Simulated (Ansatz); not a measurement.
Relaxed ZnSe (zinc blende):

```yaml
crystal:
  lattice:
    - [0.00000, 5.73301, 5.73301]
    - [2.86650, 2.86650, 5.73301]
    - [2.86650, 2.86650, 0.00000]
  atoms:
    - { symbol: Se, position: [0.00000, 0.75000, 0.75000] }
    - { symbol: Se, position: [0.50000, 0.75000, 0.75000] }
    - { symbol: Zn, position: [0.00000, 0.00000, 0.00000] }
    - { symbol: Zn, position: [0.50000, 0.00000, 0.00000] }
```

A phonon eigenvector at X = (0.5, 0.5, 0.0) is frozen into this cell: atom i moves by Q times the vector below, so Q is the largest atomic displacement, in Å. The cell is held. It is one choice among 2 degenerate patterns. (q is in reciprocal vectors of the primitive cell; the cell shown is doubled to hold the pattern.)

| atom | x | y | z |
|---|---|---|---|
| Se1 | 0.000 | 1.000 | 0.000 |
| Se2 | 0.000 | -1.000 | 0.000 |
| Zn3 | -0.834 | 0.000 | 0.000 |
| Zn4 | 0.834 | 0.000 | 0.000 |

Level of theory: PBE (plane waves to 420 eV, PAW, scalar-relativistic; Ansatz, a program for electronic structure). k mesh 10×10×10 (Γ-centred), Fermi-Dirac smearing 0.05 eV. E stands for the smeared free energy. ZnSe was relaxed with its symmetry unable to fall. The zero of ΔE is the undisplaced structure.

```json
[
 {"Q (Å)": "-0.180", "ΔE (meV/cell)": "599"},
 {"Q (Å)": "-0.150", "ΔE (meV/cell)": "withheld"},
 {"Q (Å)": "-0.120", "ΔE (meV/cell)": "262"},
 {"Q (Å)": "-0.090", "ΔE (meV/cell)": "146"},
 {"Q (Å)": "-0.060", "ΔE (meV/cell)": "65"},
 {"Q (Å)": "-0.030", "ΔE (meV/cell)": "16"},
 {"Q (Å)": "0.000", "ΔE (meV/cell)": "0"},
 {"Q (Å)": "0.030", "ΔE (meV/cell)": "16"},
 {"Q (Å)": "0.060", "ΔE (meV/cell)": "65"},
 {"Q (Å)": "0.090", "ΔE (meV/cell)": "146"},
 {"Q (Å)": "0.120", "ΔE (meV/cell)": "262"},
 {"Q (Å)": "0.150", "ΔE (meV/cell)": "withheld"},
 {"Q (Å)": "0.180", "ΔE (meV/cell)": "599"}
]
```

### Question
Fit an even polynomial form (powers 2, 4) to the given rows and predict ΔE at Q = -0.150.

### Answer
Least squares on the 11 given rows: ΔE = (17930)·Q² + (17160)·Q⁴, in meV/cell with Q in Å; root-mean-square residual 0.2 meV/cell. At -0.150 the fit gives 412 meV/cell; the calculation gives 412 meV/cell, the same to the digits shown. The quadratic term alone would give 403 meV/cell.

(A displaced cell: forces are minus the slopes of the energy, force constants its curvatures, and phonons follow from these.)
